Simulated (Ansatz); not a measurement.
Computed with DFT, LDA (PW92), plane waves (420 eV) with PAW, scalar-relativistic in Ansatz 0.2.0. The PAW files were generated under PBE, with cores re-solved for the functional.

An element in the dhcp structure gives this curve. The cell is scaled uniformly from the relaxed one, with fractional coordinates and shape fixed. Energies are extrapolated to zero smearing, pressures are those at the given smearing. Magnetic state: spin not included.

| V (Å³/atom) | E − E₀ (meV/atom) | P (GPa) |
| --- | --- | --- |
| 25.922 | 100.7 | 10.72 |
| 27.101 | 39.7 | 6.21 |
| 28.279 | 8.3 | 2.65 |
| 29.457 | 0.1 | -0.17 |
| 30.636 | 10.4 | -2.42 |
| 31.814 | 35.3 | -4.21 |
| 32.992 | 72.2 | -5.64 |

(1) Which element is it?
A. sodium
B. thallium
C. bismuth
D. lanthanum

Results:

(1) C. Its fit is V₀ = 29.35 Å³/atom, B₀ = 64 GPa, B₀′ = 4.7.
